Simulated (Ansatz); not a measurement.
System: HgTe (zinc blende type), 2 atoms in the cell.

All numbers below come from PBE, all-electron LAPW, point nucleus in Ansatz.

k-mesh 8×8×8 Γ-centred; Fermi–Dirac smearing of 0.1 eV; no spin polarisation; no spin–orbit coupling.

```xyz
2
Lattice="0.0000 3.3300 3.3300 3.3300 0.0000 3.3300 3.3300 3.3300 0.0000" Properties=species:S:1:pos:R:3 pbc="T T T"
Hg    0.0000    0.0000    0.0000
Te    1.6650    1.6650    1.6650
```

Problem. What pressure does the calculation give?

Solution. The pressure is -0.13 GPa, so at these settings the cell is stretched and would shrink.

The k-mesh is modest, so these values aren't fully converged in k.
